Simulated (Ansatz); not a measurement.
**NbSi$_{2}$: reading a single point**

```
Si Nb
1.0
     4.77141    0.00000    0.00000
    -2.38570    4.13216    0.00000
     0.00000    0.00000    6.54981
Si Nb
6 3
Direct
  0.16700 0.33400 0.50000
  0.83300 0.16700 0.83333
  0.66600 0.83300 0.16667
  0.83300 0.66600 0.50000
  0.16700 0.83300 0.83333
  0.33400 0.16700 0.16667
  0.50000 0.00000 0.50000
  0.50000 0.50000 0.83333
  0.00000 0.50000 0.16667
```

The numbers come from plane-wave PAW DFT (Ansatz): r2SCAN, no spin polarisation, 500 eV, 8×8×5 Γ-centred k points, gaussian occupations (width 0.1965 eV). Nothing was relaxed.

- Stress: The pressure is 3.2 GPa (compression positive), so with the atoms held at these fractions the cell would first expand; the forces are large, so a full relaxation may end otherwise. The principal stresses 2.4, 2.4, 4.8 GPa differ, so its shape would change too.
- Electronic structure: It is a metal, with about 3.5 states/eV a cell as the mean within 0.25 eV of the Fermi level, mostly Nb d (70 %) and Si p (22 %).
- Charges: Bader charges in e: Nb +0.88, Si -0.44. In the mean Nb gives up most and Si takes most.
- Forces: The largest is on Si3 (and as large on other atoms): 0.82 eV/Å, components (0.71, 0.41, 0.00). It makes 105° with the line to a nearest neighbour, Nb8 at 2.58 Å.

Origin: a known structure type with other elements, at an estimated volume, so it need not be a known compound. Caveats: wide smearing.
